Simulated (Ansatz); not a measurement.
LiF (rock salt, space group No. 225), plane-wave PAW LDA (Ansatz code): ε∞ = 2.12, cell volume 14.92 Å³. Infrared-active transverse modes:

```
ω_TO (cm⁻¹)  oscillator strength S_xx (e²/amu)
-----------  ---------------------------------
338.9                                   0.2128
```

### Question
Compute the static dielectric constant.

### Answer
Each mode adds (4.921e7/V) S/ω²: 6.11. So ε0 = 8.23.

### Question
What LO frequency does the Lyddane–Sachs–Teller relation give?

### Answer
ω_LO = ω_TO √(ε0/ε∞) = 668 cm⁻¹.

Space group Fm-3m (rock salt). The LDA relaxation kept the symmetry of its start.

Potentials: the earlier of the program's two PAW sets. The files were generated under PBE; for other functionals the program regenerates the frozen cores, and for LDA and PBEsol the local potential too.
